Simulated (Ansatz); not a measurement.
Here is the system:

Ga2BiAs:
```
CELL_PARAMETERS angstrom
      4.18304     0.00000     0.00000
      0.00000     4.18304     0.00000
      0.00000     0.00000     5.96913
ATOMIC_POSITIONS crystal
  Ga 0.50000 0.00000 0.72501
  Ga 0.00000 0.50000 0.27499
  Bi 0.00000 0.00000 0.00000
  As 0.50000 0.50000 0.50000
```

This is the LDA-relaxed structure.

Q: All from the program Ansatz at the LDA level (PAW), unless another level is named. Predict the electronic character.

A: no gap, with almost no states at the Fermi level (zero-gap or semimetallic).

Q: And the formation energy from the elements (no fitted shifts)?

A: -0.074 eV/atom.

Space group P-4m2. The workflow started from a Materials Project entry (that database holds measured and hypothetical structures alike); the Crystallography Open Database copy checked does not list it. Whether it is the stable phase at ambient conditions was not checked. The cell was relaxed with LDA under the symmetry of its start; of distortions, only those at the zone centre were tested. A small band overlap can be real or an error of a semilocal functional. The references are the lowest solids computed at this level, not always the standard phases. Spin–orbit coupling is left out wherever it is not named.

Potentials: the later of the program's two PAW sets.
